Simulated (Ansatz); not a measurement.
Ge$_{2}$Mo in space group Pnma (No. 62; Ge on 4c, Mo on 4c, Ge on 4c) under volume change, LDA in the plane-wave PAW code Ansatz, shape and atoms relaxed at each volume.

| V (Å³/atom) | E − E(relaxed) (meV/atom) | P (GPa) |
|---|---|---|
| 13.790 | 83.7 | 21.48 |
| 14.244 | 35.0 | 13.08 |
| 14.699 | 8.3 | 5.99 |
| 15.154 | 0.0 | 0.00 |
| 15.608 | 7.4 | -5.06 |
| 16.063 | 28.0 | -9.33 |
| 16.518 | 59.7 | -12.92 |

Task: What does a third-order Birch–Murnaghan fit give for V₀, B₀ and B′?

Result: V₀ = 15.15 Å³/atom, B₀ = 183 GPa, B′ = 4.6.

The workflow started from an entry of the Crystallography Open Database (COD). Whether it is the stable phase at ambient conditions was not checked. Symmetry was held in the LDA relaxation; whether a distortion lowers the energy is not shown. The run is not spin-polarised.

Potentials: the later of the program's two PAW sets.
